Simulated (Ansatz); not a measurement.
Input deck for Ansatz 0.2.0, then the block of the output on the nuclei.

The cell is a Materials Project structure (computed, not necessarily an observed phase), taken as it stands.

```yaml
crystal:
  lattice:
    - [5.2817358718, 0.0, 0.0]
    - [-0.0087690309, 5.6541227988, 0.0]
    - [-0.1032610453, -0.5909123592, 7.7466233419]
  atoms:
    - { symbol: Mg, position: [0.499633, 0.869722, 0.295253] }
    - { symbol: Nb, position: [0.003084, 0.001973, 0.020181] }
    - { symbol: Nb, position: [0.501124, 0.451196, 0.494978] }
    - { symbol: Nb, position: [0.008091, 0.990066, 0.517127] }
    - { symbol: Nb, position: [0.504665, 0.482786, 0.990469] }
    - { symbol: V, position: [0.000809, 0.597157, 0.707532], spin: 3.0 }
    - { symbol: O, position: [0.287013, 0.76015, 0.560345] }
    - { symbol: O, position: [0.130724, 0.966078, 0.275903] }
    - { symbol: O, position: [0.301544, 0.176375, 0.985095] }
    - { symbol: O, position: [0.174921, 0.292185, 0.582843] }
    - { symbol: O, position: [0.793287, 0.257826, 0.067521] }
    - { symbol: O, position: [0.409768, 0.49722, 0.26725] }
    - { symbol: O, position: [0.638171, 0.461539, 0.760829] }
    - { symbol: O, position: [0.198125, 0.653438, 0.943536] }
    - { symbol: O, position: [0.784401, 0.673959, 0.478267] }
    - { symbol: O, position: [0.693081, 0.767988, 0.082242] }
    - { symbol: O, position: [0.913146, 0.957504, 0.768314] }
    - { symbol: O, position: [0.670315, 0.139408, 0.443613] }
magnetization:
  spin_polarized: true
kpoints:
  mp_grid: { grid: [6, 6, 5] }
scf:
  occupations: { method: fermi_dirac, width: 0.05 }
hamiltonian:
  xc: pbe
  pseudopotentials: { kind: paw }
output:
  forces: true
  stress: true
  populations: true
  efg:
    quadrupole_moments_barn: { Mg: 0.1994, Nb: -0.32, V: -0.052, O: -0.02558 }
    contact_densities: true
```

```sh
ansatz run input.yaml --threads 2 --pin off --max-ram 5120MiB --backend cpu --events-out ev --progress --plain --runs-dir out
```

Of the output, the block on the nuclei alone is shown; the set-up, the SCF iterations, energies, forces and stress are cut. One atom of each set with nearly equal values is shown.

```
--- PAW observables at the nuclei: V_zz in 10²¹ V/m², potentials from the cell's mean, atoms counted from 1 ---
  atom   1  Mg V_zz =    +2.074334   η = 0.4163   by run symmetry: allowed   C_q = +10.0013 MHz
            electrostatic potential = -1103.796950 V   contact ρ = 7796.226219 e/Å³   contact ρ_s (e/Å³): all electrons +0.020390, valence +0.020561
  atom   2  Nb V_zz =    +2.851033   η = 0.9894   by run symmetry: allowed   C_q = -22.0601 MHz
            electrostatic potential = -6132.452628 V   contact ρ = 540930.939565 e/Å³   contact ρ_s (e/Å³): all electrons +0.071325, valence +0.095373
  atom   3  Nb V_zz =    -6.100569   η = 0.1460   by run symmetry: allowed   C_q = +47.2036 MHz
            electrostatic potential = -6132.139118 V   contact ρ = 540929.287115 e/Å³   contact ρ_s (e/Å³): all electrons -0.115509, valence -0.062271
  atom   4  Nb V_zz =    -5.012023   η = 0.8853   by run symmetry: allowed   C_q = +38.7809 MHz
            electrostatic potential = -6132.146923 V   contact ρ = 540927.522330 e/Å³   contact ρ_s (e/Å³): all electrons -0.322359, valence -0.219025
  atom   5  Nb V_zz =    +5.941140   η = 0.3183   by run symmetry: allowed   C_q = -45.9700 MHz
            electrostatic potential = -6132.373506 V   contact ρ = 540930.858453 e/Å³   contact ρ_s (e/Å³): all electrons +0.017418, valence +0.075674
  atom   6  V  V_zz =    +1.947674   η = 0.4442   by run symmetry: allowed   C_q = -2.4489 MHz
            electrostatic potential = -2690.349996 V   contact ρ = 65993.862242 e/Å³   contact ρ_s (e/Å³): all electrons -2.023247, valence +1.600033
  atom   7  O  V_zz =    -3.984532   η = 0.1474   by run symmetry: allowed   C_q = +2.4645 MHz
            electrostatic potential = -623.357185 V   contact ρ = 2157.403332 e/Å³   contact ρ_s (e/Å³): all electrons +0.010060, valence +0.031651
  atom   8  O  V_zz =    -2.728605   η = 0.9959   by run symmetry: allowed   C_q = +1.6877 MHz
            electrostatic potential = -623.629841 V   contact ρ = 2156.915761 e/Å³   contact ρ_s (e/Å³): all electrons +0.035401, valence +0.045706
  atom   9  O  V_zz =    -2.465335   η = 0.7061   by run symmetry: allowed   C_q = +1.5249 MHz
            electrostatic potential = -623.926472 V   contact ρ = 2158.253692 e/Å³   contact ρ_s (e/Å³): all electrons +0.005212, valence +0.007268
  atom  10  O  V_zz =    -2.869401   η = 0.1574   by run symmetry: allowed   C_q = +1.7748 MHz
            electrostatic potential = -623.069640 V   contact ρ = 2157.138557 e/Å³   contact ρ_s (e/Å³): all electrons +0.008095, valence +0.012815
  atom  11  O  V_zz =    -1.538382   η = 0.7859   by run symmetry: allowed   C_q = +0.9515 MHz
            electrostatic potential = -623.881059 V   contact ρ = 2158.590407 e/Å³   contact ρ_s (e/Å³): all electrons +0.023146, valence +0.032556
  atom  12  O  V_zz =    +1.781948   η = 0.9203   by run symmetry: allowed   C_q = -1.1022 MHz
            electrostatic potential = -623.598644 V   contact ρ = 2158.154344 e/Å³   contact ρ_s (e/Å³): all electrons +0.024754, valence +0.038301
  atom  13  O  V_zz =    -2.245518   η = 0.2859   by run symmetry: allowed   C_q = +1.3889 MHz
            electrostatic potential = -623.328629 V   contact ρ = 2157.370370 e/Å³   contact ρ_s (e/Å³): all electrons +0.044387, valence +0.043459
  atom  14  O  V_zz =    -3.109057   η = 0.5561   by run symmetry: allowed   C_q = +1.9230 MHz
            electrostatic potential = -623.658411 V   contact ρ = 2157.493087 e/Å³   contact ρ_s (e/Å³): all electrons +0.000906, valence -0.001632
  atom  15  O  V_zz =    -3.650875   η = 0.2317   by run symmetry: allowed   C_q = +2.2581 MHz
            electrostatic potential = -623.226377 V   contact ρ = 2157.337129 e/Å³   contact ρ_s (e/Å³): all electrons +0.042913, valence +0.047358
  atom  16  O  V_zz =    +3.027734   η = 0.6546   by run symmetry: allowed   C_q = -1.8727 MHz
            electrostatic potential = -623.970444 V   contact ρ = 2157.008695 e/Å³   contact ρ_s (e/Å³): all electrons +0.027858, valence +0.033710
  atom  17  O  V_zz =    -2.850524   η = 0.2312   by run symmetry: allowed   C_q = +1.7631 MHz
            electrostatic potential = -623.488548 V   contact ρ = 2157.582869 e/Å³   contact ρ_s (e/Å³): all electrons +0.009999, valence +0.023743
  atom  18  O  V_zz =    +2.527000   η = 0.9763   by run symmetry: allowed   C_q = -1.5630 MHz
            electrostatic potential = -623.304300 V   contact ρ = 2156.875667 e/Å³   contact ρ_s (e/Å³): all electrons +0.030353, valence +0.037779
```

The run took 6.7 min of wall time (13 min of CPU time) and 2.6 GiB at its peak, on 2 threads of Intel Xeon Platinum 8259CL CPU @ 2.50GHz (Skylake/Cascade Lake) (x86_64; 32 cores open to the job, memory cap 5.0 GiB, no GPU), a shared host with a load of 0.6 a core.

At this cell the PBE pressure is -5 GPa, so with PBE the cell would shrink if it were relaxed. The entry's cell may itself be off. The largest force is 0.5 eV/Å, so the atoms aren't at the calculated equilibrium and relaxing them would move these values. The run finds no gap above 0.1 eV (a metal, or nearly one), so the gradients can move by 10 % or more with the k-mesh. Without spin–orbit coupling (the program notes it for Nb) the gradients can shift somewhat, as the gap is small. Semilocal functionals can leave a metal where correlation in the d or f shell opens a gap in the real compound, and that would change the values at and beside Nb and V. All moments are parallel here, as the start or the cell imposes; many such compounds order antiparallel, where fields and spin densities carried over to other atoms largely cancel. The magnetic order is the one that the run reached from its start moments, not necessarily the measured one.
